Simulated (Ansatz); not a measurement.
BN:
Space group F-43m (No. 216); a = b = c = 3.610 Å, α = β = γ = 90.00°

```json
[
 {"atom": "N", "site": "4c", "symmetry": "-43m", "x": "0.2500", "y": "0.2500", "z": "0.2500"},
 {"atom": "B", "site": "4a", "symmetry": "-43m", "x": "0.0000", "y": "0.0000", "z": "0.0000"}
]
```
(The calculation used a cell of 2 atoms; values per cell refer to that cell.)

Relaxed with r²SCAN. Plane-wave PAW r²SCAN (Ansatz code) gives a gap of 5.00 eV.

Problem. What gap does HSE06 give on the same cell (Ansatz, PAW)?

Solution. 5.79 eV, 0.79 eV more. The hybrid was solved on a coarser mesh and at special points; its gap is the smallest among all of these.

| k | v1 r²SCAN | c1 r²SCAN | v1 HSE06 | c1 HSE06 |
|---|---|---|---|---|
| Γ | 0.00 | 9.59 | ? | ? |
| X | -5.11 | 5.00 | -5.33 | 5.79 |
| L | -2.02 | 10.83 | ? | ? |
| W | -6.70 | 10.37 | ? | ? |
| K | -4.25 | 7.53 | ? | ? |

Problem. Top valence (v1) and lowest conduction level (c1) in eV from each method's valence maximum (which need not be a listed point): supply the withheld HSE06 values.

Solution. 
- W, v1 HSE06: -7.01
- W, c1 HSE06: 11.26
- L, v1 HSE06: -2.11
- L, c1 HSE06: 11.90
- K, v1 HSE06: -4.43
- K, c1 HSE06: 8.39
- Γ, v1 HSE06: 0.00
- Γ, c1 HSE06: 10.59

Cost on shared cores: the r²SCAN run (SCF on a 13×13×13 mesh, then bands and DOS) around 5 core-seconds (rough), the HSE06 run (SCF on 10×10×10, then a few points) roughly 40 core-seconds; the tasks are unlike.

The r²SCAN relaxation kept the symmetry of its start.

Potentials: the later of the program's two PAW sets.
